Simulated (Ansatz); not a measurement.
An Ansatz (an electronic-structure program) run. Input:

Ansatz 0.2 input:
```yaml
crystal:
  lattice:
    - [0.0, 2.3207004406, 2.3207004406]
    - [2.3207004406, 0.0, 2.3207004406]
    - [2.3207004406, 2.3207004406, 0.0]
  atoms:
    - { symbol: Zr, position: [0.0, 0.0, 0.0] }
    - { symbol: C, position: [0.5, 0.5, 0.5] }
kpoints:
  mp_grid: { grid: [32, 32, 32] }
hamiltonian:
  xc: lda
  pseudopotentials: { kind: paw }
scf:
  occupations: { method: fermi_dirac, width: 0.1 }
elastic: { mode: relaxed_ion, stencil: two_point, amplitude: 0.005, f_tol: 0.0005 }
```

Output (shortened):

```
Pseudopotential: Zr, paw, valence charge 12
Pseudopotential: C, paw, valence charge 4
Functional definition: SPW92
Crystal: 2 atoms, lattice volume = 24.997 Å³
Basis set: ecut = 420 eV, 531 PW (Γ)
Bands: 12, of which v1, the nominal top of the filled ones, is band 8 counted from 1 (7 counted from 0)
Symmetry: 48 space group operations
Space group: Fm-3m (ITA 225), of the structure as read, at distance tolerance 2.9e-5 Å
k-points: 897 of 32768
SCF iter   1: F=—  HF=-4322.328942 eV  |F-HF|=—  |Δ(HF+E_count)|=         —  Δρ=7.00e-3  dr2=1.28e-2  ethr=1.77e-3  ⟨swp⟩=5.0  Hψ=54048  notcnv=0
preconditioner: auto → none
SCF iter   2: F=—  HF=-4322.327330 eV  |F-HF|=—  |Δ(HF+E_count)|=   1.61e-3  Δρ=4.63e-3  dr2=6.45e-3  ethr=7.99e-5  ⟨swp⟩=1.0  Hψ=17940  notcnv=0
SCF iter   3: F=—  HF=-4322.325984 eV  |F-HF|=—  |Δ(HF+E_count)|=   1.35e-3  Δρ=8.99e-4  dr2=8.12e-5  ethr=4.03e-5  ⟨swp⟩=2.2  Hψ=14115  notcnv=0
SCF iter   4: F=—  HF=-4322.325949 eV  |F-HF|=—  |Δ(HF+E_count)|=   3.50e-5  Δρ=1.24e-4  dr2=2.05e-6  ethr=5.07e-7  ⟨swp⟩=2.0  Hψ=17566  notcnv=0
SCF iter   5: F=—  HF=-4322.325949 eV  |F-HF|=—  |Δ(HF+E_count)|=   5.91e-8  Δρ=2.48e-5  dr2=1.87e-7  ethr=1.28e-8  ⟨swp⟩=2.7  Hψ=15316  notcnv=0
SCF iter   6: F=—  HF=-4322.325949 eV  |F-HF|=—  |Δ(HF+E_count)|=   5.18e-8  Δρ=3.48e-6  dr2=1.73e-9  ethr=1.17e-9  ⟨swp⟩=3.0  Hψ=18728  notcnv=0
SCF iter   7: F=—  HF=-4322.325949 eV  |F-HF|=—  |Δ(HF+E_count)|=  5.84e-10  Δρ=1.91e-7  dr2=6.14e-12  ethr=1.08e-11  ⟨swp⟩=2.0  Hψ=17791  notcnv=0
SCF iter   8: F=-4322.325949 eV  HF=-4322.325949 eV  |F-HF|=9.09e-13  |Δ(HF+E_count)|=  1.82e-12  Δρ=6.15e-9  dr2=4.44e-15  ethr=1.00e-12  ⟨swp⟩=3.5  Hψ=46879  notcnv=0
SCF 1 converged in 8 iterations: F = -4322.325949 eV  dr2 = 4.44e-15
Crystal: 2 atoms, lattice volume = 24.872 Å³
Symmetry: 16 space group operations
k-points: 2393 of 32768
iter 1 solved again at ethr=2.49e-6 eV; its pass at ethr=3.10e-3 eV (dr2=3.99e-4 eV) is discarded
SCF iter   1: F=—  HF=-4322.325010 eV  |F-HF|=—  |Δ(HF+E_count)|=         —  Δρ=1.20e-3  dr2=3.90e-4  ethr=2.49e-6  ⟨swp⟩=2.2  Hψ=199936  notcnv=0
preconditioner: auto → none
SCF iter   2: F=—  HF=-4322.324894 eV  |F-HF|=—  |Δ(HF+E_count)|=   1.16e-4  Δρ=3.28e-4  dr2=2.96e-5  ethr=2.44e-6  ⟨swp⟩=2.4  Hψ=37356  notcnv=0
SCF iter   3: F=—  HF=-4322.324884 eV  |F-HF|=—  |Δ(HF+E_count)|=   9.84e-6  Δρ=3.71e-5  dr2=2.20e-7  ethr=1.85e-7  ⟨swp⟩=2.0  Hψ=36249  notcnv=0
SCF iter   4: F=—  HF=-4322.324884 eV  |F-HF|=—  |Δ(HF+E_count)|=   1.12e-7  Δρ=7.31e-6  dr2=7.66e-9  ethr=1.37e-9  ⟨swp⟩=2.0  Hψ=46599  notcnv=0
SCF iter   5: F=—  HF=-4322.324884 eV  |F-HF|=—  |Δ(HF+E_count)|=  8.74e-10  Δρ=9.10e-7  dr2=1.12e-10  ethr=4.79e-11  ⟨swp⟩=2.8  Hψ=44440  notcnv=0
SCF iter   6: F=—  HF=-4322.324884 eV  |F-HF|=—  |Δ(HF+E_count)|=  1.82e-12  Δρ=1.14e-7  dr2=1.59e-12  ethr=7.00e-13 (applied; sched 1.00e-12)  ⟨swp⟩=2.6  Hψ=46907  notcnv=0
SCF iter   7: F=-4322.324884 eV  HF=-4322.324884 eV  |F-HF|=2.73e-12  |Δ(HF+E_count)|=    0.00e0  Δρ=1.26e-8  dr2=3.47e-14  ethr=1.00e-12  ⟨swp⟩=4.9  Hψ=100329  notcnv=0
SCF 2 converged in 7 iterations: F = -4322.324884 eV  dr2 = 3.47e-14
Crystal: 2 atoms, lattice volume = 25.122 Å³
iter 1 solved again at ethr=6.80e-10 eV; its pass at ethr=3.10e-3 eV (dr2=1.09e-7 eV) is discarded
SCF iter   1: F=—  HF=-4322.324977 eV  |F-HF|=—  |Δ(HF+E_count)|=         —  Δρ=2.17e-5  dr2=1.33e-7  ethr=6.80e-10  ⟨swp⟩=2.9  Hψ=204172  notcnv=0
preconditioner: auto → none
SCF iter   2: F=—  HF=-4322.324977 eV  |F-HF|=—  |Δ(HF+E_count)|=   3.03e-8  Δρ=6.28e-6  dr2=9.58e-9  ethr=6.80e-10  ⟨swp⟩=2.0  Hψ=36535  notcnv=0
SCF iter   3: F=—  HF=-4322.324977 eV  |F-HF|=—  |Δ(HF+E_count)|=   2.10e-9  Δρ=1.23e-6  dr2=1.29e-10  ethr=5.98e-11  ⟨swp⟩=2.0  Hψ=36318  notcnv=0
SCF iter   4: F=—  HF=-4322.324977 eV  |F-HF|=—  |Δ(HF+E_count)|=  9.09e-12  Δρ=2.41e-7  dr2=4.54e-12  ethr=8.07e-13 (applied; sched 1.00e-12)  ⟨swp⟩=2.3  Hψ=40248  notcnv=0
SCF iter   5: F=-4322.324977 eV  HF=-4322.324977 eV  |F-HF|=1.82e-12  |Δ(HF+E_count)|=    0.00e0  Δρ=1.38e-8  dr2=2.27e-14  ethr=1.00e-12  ⟨swp⟩=3.1  Hψ=120065  notcnv=0
SCF 3 converged in 5 iterations: F = -4322.324977 eV  dr2 = 2.27e-14
Crystal: 2 atoms, lattice volume = 24.997 Å³
Symmetry: 8 space group operations
k-points: 4505 of 32768
iter 1 solved again at ethr=7.25e-8 eV; its pass at ethr=3.10e-3 eV (dr2=1.16e-5 eV) is discarded
SCF iter   1: F=—  HF=-4322.325641 eV  |F-HF|=—  |Δ(HF+E_count)|=         —  Δρ=2.96e-4  dr2=1.19e-5  ethr=7.25e-8  ⟨swp⟩=2.5  Hψ=388220  notcnv=0
preconditioner: auto → none
SCF iter   2: F=—  HF=-4322.325638 eV  |F-HF|=—  |Δ(HF+E_count)|=   3.38e-6  Δρ=1.16e-4  dr2=1.48e-6  ethr=7.25e-8  ⟨swp⟩=1.8  Hψ=70245  notcnv=0
SCF iter   3: F=—  HF=-4322.325637 eV  |F-HF|=—  |Δ(HF+E_count)|=   4.20e-7  Δρ=1.62e-5  dr2=2.76e-8  ethr=9.25e-9  ⟨swp⟩=1.7  Hψ=65610  notcnv=0
SCF iter   4: F=—  HF=-4322.325637 eV  |F-HF|=—  |Δ(HF+E_count)|=   3.04e-9  Δρ=8.84e-7  dr2=4.59e-11  ethr=1.73e-10  ⟨swp⟩=1.2  Hψ=56377  notcnv=0
SCF iter   5: F=—  HF=-4322.325637 eV  |F-HF|=—  |Δ(HF+E_count)|=  9.09e-13  Δρ=9.14e-8  dr2=8.27e-13  ethr=2.87e-13 (applied; sched 1.00e-12)  ⟨swp⟩=2.2  Hψ=81781  notcnv=0
SCF iter   6: F=-4322.325637 eV  HF=-4322.325637 eV  |F-HF|=0.00e0  |Δ(HF+E_count)|=  9.09e-13  Δρ=1.43e-8  dr2=3.39e-14  ethr=1.00e-12  ⟨swp⟩=4.9  Hψ=189226  notcnv=0
SCF 4 converged in 6 iterations: F = -4322.325637 eV  dr2 = 3.39e-14
Crystal: 2 atoms, lattice volume = 24.997 Å³
iter 1 solved again at ethr=1.52e-10 eV; its pass at ethr=3.10e-3 eV (dr2=2.43e-8 eV) is discarded
SCF iter   1: F=—  HF=-4322.325637 eV  |F-HF|=—  |Δ(HF+E_count)|=         —  Δρ=7.50e-6  dr2=1.73e-8  ethr=1.52e-10  ⟨swp⟩=2.9  Hψ=382474  notcnv=0
preconditioner: auto → none
SCF iter   2: F=—  HF=-4322.325637 eV  |F-HF|=—  |Δ(HF+E_count)|=   3.25e-9  Δρ=2.71e-6  dr2=1.87e-9  ethr=1.08e-10  ⟨swp⟩=2.0  Hψ=62221  notcnv=0
SCF iter   3: F=—  HF=-4322.325637 eV  |F-HF|=—  |Δ(HF+E_count)|=  4.51e-10  Δρ=5.37e-7  dr2=5.57e-11  ethr=1.17e-11  ⟨swp⟩=2.0  Hψ=61743  notcnv=0
SCF iter   4: F=—  HF=-4322.325637 eV  |F-HF|=—  |Δ(HF+E_count)|=  1.18e-11  Δρ=5.64e-8  dr2=5.24e-13  ethr=3.48e-13 (applied; sched 1.00e-12)  ⟨swp⟩=2.1  Hψ=71058  notcnv=0
SCF iter   5: F=-4322.325637 eV  HF=-4322.325637 eV  |F-HF|=0.00e0  |Δ(HF+E_count)|=  9.09e-13  Δρ=1.12e-8  dr2=1.56e-14  ethr=1.00e-12  ⟨swp⟩=4.3  Hψ=182497  notcnv=0
SCF 5 converged in 5 iterations: F = -4322.325637 eV  dr2 = 1.56e-14
SCF converged after 8 iterations
Free energy (F): -4322.325949 eV
Harris-Foulkes:  -4322.325949 eV  (|F-HF|=9.09e-13)
Internal energy: -4322.315795 eV  (E = F + TS)
E sigma→0 (E₀):  -4322.320872 eV
Entropy (-TS):   -0.010154 eV (-5.077 meV/atom)
Fermi energy:    15.230924 eV
--- Per-component energies (eV) ---
  E_band       = -41.210331
  E_kinetic    = 425.275333
  E_local      = -580.826517  (includes V_loc(G=0)·N_el)
  E_nonlocal   = 109.837552
  E_hartree    = 173.602170
  E_xc         = -210.589604
  E_vxc        = -253.050744  (∫ρ·V_xc dr)
  E_paw        = -2939.829364  (= ΣΔE_a)
  E_vpaw       = -89.650328  (= ΣTr[D̂ρ^β])
  E_aug_tail   = 0.000033  (compensation charges beyond the density's cutoff)
  E_ewald      = -1300.218631
  E_core_change = 0.433233  (= ΣΔE_core)
  E_smearing   = -0.010154  (= −TS)
  E_closure    = 0.000000  (closes the sum)
  Σ components = -4322.325949   (vs F -4322.325949, Δ=0.00e0)
  [band-id]    e_kinetic+e_local+e_nonlocal+2·e_hartree+e_vxc+e_vpaw+e_augmentation_tail = -41.210331   (vs E_band -41.210331, Δ=5.28e-7)
--- Forces (eV/Å), atoms counted from 1 ---
  atom   1  Zr     0.00000000     0.00000000     0.00000000
  atom   2  C      0.00000000     0.00000000     0.00000000
  max |Σ_I F_I| component: 0.0 eV/Å
--- Stress (GPa, compression-positive) ---
        0.037151       0.000000       0.000000
        0.000000       0.037151       0.000000
        0.000000       0.000000       0.037151
  P = ⅓ Tr σ = 0.0372 GPa (0.372 kbar)
--- Band table (eV; the first three rows and the last of 897) ---
  k-point 0: bands = ["-32.5828", "-10.3156", "-10.3156", "-10.3156", "3.9236", "16.1749", "16.1749", "16.1749", "16.2797", "16.2797", "16.2797", "18.1371"]
  k-point 1: bands = ["-32.5816", "-10.3260", "-10.3165", "-10.3165", "3.9479", "15.8292", "15.9582", "15.9582", "16.3933", "16.3933", "16.5742", "18.2885"]
  k-point 2: bands = ["-32.5782", "-10.3568", "-10.3191", "-10.3191", "4.0202", "15.3932", "15.6039", "15.6039", "16.5112", "16.5112", "16.8632", "18.6699"]
  k-point 896: bands = ["-32.4191", "-10.9112", "-10.9112", "-10.6722", "5.8577", "12.4939", "12.8794", "12.8794", "18.5885", "18.5885", "21.1461", "22.5948"]
--- Elastic constants: 2 strain directions × 2 members + reference (group order 48) ---
  dense FFT box of the reference and of every strained cell: 24×24×24
  strains applied: 11, 23; error gains: componentwise 1.00 (the most a stress slope's error grows in a printed constant), spectral 1.73 (1 for all six strains …
  C = ∂σ_k/∂η_j (tension-positive GPa; Voigt order 11 22 33 23 13 12):
       521.618    110.067    110.067      0.000      0.000      0.000
       110.067    521.618    110.067      0.000      0.000      0.000
       110.067    110.067    521.618      0.000      0.000      0.000
         0.000      0.000      0.000    159.799      0.000      0.000
         0.000      0.000      0.000      0.000    159.799      0.000
         0.000      0.000      0.000      0.000      0.000    159.799
  reference stress σ⁰ (GPa):     -0.037     -0.037     -0.037      0.000      0.000      0.000
  C* (energy form; C + prestress term) asymmetry max|C*_kj − C*_jk| = 5.684e-14 GPa — a small one proves nothing (zero by symmetry where the batch's group is …
  moduli (Voigt/Reuss/Hill, GPa): K = 247.25/247.25/247.25   G = 178.19/175.48/176.84   E = 428.38   ν = 0.211
  mechanically stable: yes (min eigenvalue of sym C = 159.80 GPa)
  where every solve meets its electron count the energy-path curvature estimates C_jj along a normal strain and C_jj − ¼(σ⁰_aa + σ⁰_bb) along a shear (ab), of …
  strain η (Voigt 11):  stress-route row diagonal C_11 = 521.62 GPa, energy-path curvature d²(F+E_count+ΔE)/dδ²/Ω₀ = 521.56 GPa
         δ    σ_11 (GPa)             F (eV)   n_scf  n_hpsi   n_pw
    -5.000e-3      -2.7137       -4322.3248838       7  545142    531   relax 0 steps, max|allowed force component| 0.0 eV/Å
     5.000e-3       2.5025       -4322.3249765       5  470682    531   relax 0 steps, max|allowed force component| 0.0 eV/Å
  strain η (Voigt 23):  stress-route row diagonal C_44 = 159.80 GPa, energy-path curvature d²(F+E_count+ΔE)/dδ²/Ω₀ = 159.82 GPa
         δ    σ_23 (GPa)             F (eV)   n_scf  n_hpsi   n_pw
    -5.000e-3      -0.7990       -4322.3256375       6  914205    531   relax 0 steps, max|allowed force component| 0.0 eV/Å
     5.000e-3       0.7990       -4322.3256375       5  822755    531   relax 0 steps, max|allowed force component| 0.0 eV/Å
```

Cost: around 7 core-minutes (rough) on shared cores.

Symmetry was held in the LDA relaxation; of distortions, only those at the zone centre were tested. The run is not spin-polarised. As this level gives no gap, shear constants depend on the k-mesh and smearing (Fermi–Dirac, 0.1 eV here). Scalar-relativistic: spin–orbit coupling is off unless named, which matters more the heavier the elements.

Potentials: the later of the program's two PAW sets.

Ansatz is a plane-wave DFT program.
